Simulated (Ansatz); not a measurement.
## MnHg: reading a single point

```
Mn Hg
1.0
     3.29355   -0.02879   -3.33566
    -0.05005    6.66185    0.00752
     3.36863   -0.02127    3.41075
Mn Hg
4 4
Direct
  0.02423 0.22463 0.54189
  0.98528 0.77611 0.44350
  0.52231 0.28409 0.00620
  0.45993 0.72157 0.03659
  0.03239 0.99553 0.97966
  0.92152 0.46989 0.00556
  0.50955 0.99864 0.55458
  0.45816 0.43511 0.48487
```

Single point in Ansatz 0.2.0 with m-r2SCAN, no spin polarisation. Cutoff 500 eV, PAW datasets, 4×3×4 (shifted by 0.5, 0.5, 0 steps) k mesh, fermi-dirac filling (width 0.1 eV).

Task: Where is the largest force?

Result: The largest is on Hg6: 5.30 eV/Å, components (3.16, 2.88, -3.14). It makes 179° with the line to a nearest neighbour, Mn3 at 2.23 Å, pointing away from it.

Task: Is the cell too large or too small?

Result: The pressure is -9.6 GPa (compression positive), so with the atoms held at these fractions the cell would first shrink; the forces are large, so a full relaxation may end otherwise. The principal stresses -15.2, -12.1, -1.5 GPa differ, so its shape would change too.

Task: Describe some of the short contacts.

Result: Mn–Hg at 2.23 Å: least valence density 0.74 e/Å³ and ELF 0.25 there. Mn–Mn at 2.94 Å: least valence density 0.22 e/Å³ and ELF 0.40 there. Hg–Hg at 2.94 Å: least valence density 0.26 e/Å³ and ELF 0.18 there. Both are smooth PAW fields, read partly inside the augmentation spheres.

Task: Metal or insulator?

Result: It is a metal, with about 23 states/eV a cell as the mean within 0.25 eV of the Fermi level, mostly Mn d (94 %).

Origin: a strained cell with displaced atoms, so it need not be a known compound. Caveats: no spin polarisation, so a magnetic state may lie lower; the k mesh is coarse if the cell is a metal; atoms or cell far from equilibrium; m-r2SCAN is r2SCAN with a changed spin dependence that lowers moments.
